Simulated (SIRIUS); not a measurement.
## A series of runs on InGaN₂ (P3m1, 4 atoms in the cell; from Materials Project mp-1223660)

```xyz
4
Lattice="3.3993 0.0000 0.0000 -1.6996 2.9439 0.0000 0.0000 0.0000 5.5516" Properties=species:S:1:pos:R:3 pbc="T T T"
In     0.0000     0.0000     5.5427
Ga     1.6996     0.9813     2.7500
N      1.6996     0.9813     0.8084
N      0.0000     0.0000     3.3433
```

Base run A: LDA (PW92), GBRV LDA ultrasoft pseudopotentials run with SIRIUS, self-consistent single point.

Its settings: parameters.ngridk = 12 12 6; parameters.xc_functionals = [XC_LDA_X, XC_LDA_C_PW]; parameters.gk_cutoff = 6.325 1/bohr; parameters.pw_cutoff = 14.143 1/bohr; parameters.smearing = gaussian; parameters.smearing_width = 0.000367493 Ha; potentials = GBRV LDA ultrasoft pseudopotentials; parameters.electronic_structure_method = pseudopotential; parameters.num_bands = 25; parameters.num_mag_dims = 0; parameters.num_dft_iter = 100; parameters.energy_tol = 1e-07 Ha; parameters.density_tol = 1e-06; mixer.type = anderson; mixer.beta = 0.3; mixer.use_hartree = false.

The structure comes from a collection of computed structures, made at another level of theory; the collection holds predicted forms beside known ones.

ΔF is the free energy per atom less that of run A. 

A variant of run A gave: the free energy falls by 10.1 meV/atom, the pressure goes from -10.40 to -7.53 GPa, the largest force goes from 0.139 to 0.407 eV/Å and the gap on the mesh goes from 0.208 to 0.340 eV.

Q: What was changed between the two runs?
(A) lattice vector c scaled by 0.98
(B) lattice vector c scaled by 1.02
(C) lattice vector c scaled by 1.01
(D) lattice vector c scaled by 0.99

A: A, lattice vector c scaled by 0.98. That run gave: ΔF (meV/atom) -10.1; pressure (GPa) -7.53; largest force (eV/Å) 0.407; gap on the mesh (eV) 0.340.

The base and the other variants:

```json
[
 {"change": "base", "ΔF (meV/atom)": "0.00", "pressure (GPa)": "-10.40", "largest force (eV/Å)": "0.139", "gap on the mesh (eV)": "0.208"},
 {"change": "lattice vector c scaled by 0.99", "ΔF (meV/atom)": "-6.6", "pressure (GPa)": "-9.03", "largest force (eV/Å)": "0.260", "gap on the mesh (eV)": "0.275"},
 {"change": "lattice vector c scaled by 1.01", "ΔF (meV/atom)": "9.3", "pressure (GPa)": "-11.64", "largest force (eV/Å)": "0.160", "gap on the mesh (eV)": "0.138"},
 {"change": "lattice vector c scaled by 1.02", "ΔF (meV/atom)": "21.0", "pressure (GPa)": "-12.76", "largest force (eV/Å)": "0.228", "gap on the mesh (eV)": "0.066"}
]
```
